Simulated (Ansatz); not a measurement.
Values for one crystal, relaxed and computed with PBEsol (plane waves, PAW; program Ansatz); other levels are named.

```yaml
volume_per_atom: 22.47 Å³
electronic_character: metallic (no gap)
Pressure derivative B′: 2.9
Density of states at the Fermi level: 0.90 states/eV per atom (mean over ±0.08 eV)
mechanical_stability: stable (all eigenvalues of C positive)
Elastic constants (relaxed ions, GPa): C11 = 135, C12 = 79.3, C13 = 72.7, C33 = 172, C44 = 22.5
debye_temperature_from_the_elastic_constants: 243 K
```

### Question
Pick the material that matches.
A) Y, hcp (Mg type)
B) Ta, hcp (Mg type)
C) Zr, hcp (Mg type)
D) Li, hcp (Mg type)

### Answer
C, Zr, hcp (Mg type)

Space group P6_3/mmc (hcp (Mg type)). Symmetry was held in the PBEsol relaxation. No spin polarisation was allowed. As this level gives no gap, shear constants depend on the k-mesh and smearing (Fermi–Dirac, 0.1 eV here). Spin–orbit coupling is left out wherever it is not named.

Potentials: the earlier of the program's two PAW sets. The files were generated under PBE; for other functionals the program regenerates the frozen cores, and for LDA and PBEsol the local potential too.
